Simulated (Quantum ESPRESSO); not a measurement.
**Kohn-Sham bands of InHO₂ (Pnnm)**

```yaml
crystal:
  lattice:
    - [4.52393, 0.00000, 0.00000]
    - [0.00000, 5.28058, 0.00000]
    - [0.00000, 0.00000, 3.28851]
  atoms:
    - { symbol: In, position: [0.50000, 0.50000, 0.50000] }
    - { symbol: In, position: [0.00000, 0.00000, 0.00000] }
    - { symbol: H, position: [0.50000, 0.00000, 0.50000] }
    - { symbol: H, position: [0.00000, 0.50000, 0.00000] }
    - { symbol: O, position: [0.27966, 0.86937, 0.50000] }
    - { symbol: O, position: [0.72034, 0.13063, 0.50000] }
    - { symbol: O, position: [0.77966, 0.63063, 0.00000] }
    - { symbol: O, position: [0.22034, 0.36937, 0.00000] }
```

Cell from Materials Project (mp-632711), symmetrised, no further relaxation. Not found in the COD (Crystallography Open Database) copy used, which has the formula in other groups; not checked further. Method: PBEsol plane waves in Quantum ESPRESSO 7.5 (PseudoDojo norm-conserving files, 68 Ry, spinors with spin-orbit coupling), Bloch states on a 4×4×6 mesh through Γ, Wannier90 4.0.1. Density: 8×6×10 mesh, Gaussian smearing 0.01 Ry.

### Question
List the Kohn-Sham levels between −8 and 5.0 eV relative to the valence-band maximum at the high-symmetry points, as a band run of pw.x on that density gives them (levels within 2 meV counted together).

### Answer
```json
[
 {"point": "Γ", "k (reciprocal lattice)": "0.000 0.000 0.000", "levels (eV)": "-6.02 (×2), -5.02 (×2), -4.28 (×2), -3.74 (×2), -2.47 (×2), -2.37 (×2), -1.11 (×2), -0.37 (×2), -0.28 (×2), -0.21 (×2), -0.07 (×2), 0.00 (×2), 1.99 (×2)"},
 {"point": "X", "k (reciprocal lattice)": "0.500 0.000 0.000", "levels (eV)": "-5.69 (×4), -4.03 (×4), -1.42 (×4), -0.94 (×4), -0.58 (×4), -0.46 (×4), 4.71 (×4)"},
 {"point": "S", "k (reciprocal lattice)": "0.500 0.500 0.000", "levels (eV)": "-5.26 (×4), -4.07 (×4), -1.79 (×4), -1.34 (×4), -0.56 (×4), -0.21 (×4)"},
 {"point": "Y", "k (reciprocal lattice)": "0.000 0.500 0.000", "levels (eV)": "-5.81 (×4), -3.30 (×4), -1.95 (×4), -1.82 (×4), -0.70 (×4), -0.03 (×4), 4.83 (×4)"},
 {"point": "Z", "k (reciprocal lattice)": "0.000 0.000 0.500", "levels (eV)": "-5.36 (×4), -4.66 (×4), -2.66 (×4), -1.77 (×4), -1.66 (×4), -0.41 (×4)"},
 {"point": "U", "k (reciprocal lattice)": "0.500 0.000 0.500", "levels (eV)": "-4.56 (×2), -4.55 (×2), -4.23 (×2), -4.14 (×2), -3.97 (×2), -3.96 (×2), -2.90 (×2), -2.87 (×2), -0.63 (×2), -0.61 (×2), -0.18 (×2), -0.16 (×2)"},
 {"point": "R", "k (reciprocal lattice)": "0.500 0.500 0.500", "levels (eV)": "-5.23 (×4), -5.02 (×4), -2.71 (×4), -1.43 (×4), -1.13 (×4), -0.48 (×4)"},
 {"point": "T", "k (reciprocal lattice)": "0.000 0.500 0.500", "levels (eV)": "-5.35 (×2), -5.33 (×2), -4.97 (×2), -4.95 (×2), -3.08 (×2), -2.99 (×2), -2.14 (×2), -2.12 (×2), -0.50 (×2), -0.50 (×2), -0.13 (×2), -0.13 (×2)"}
]
```
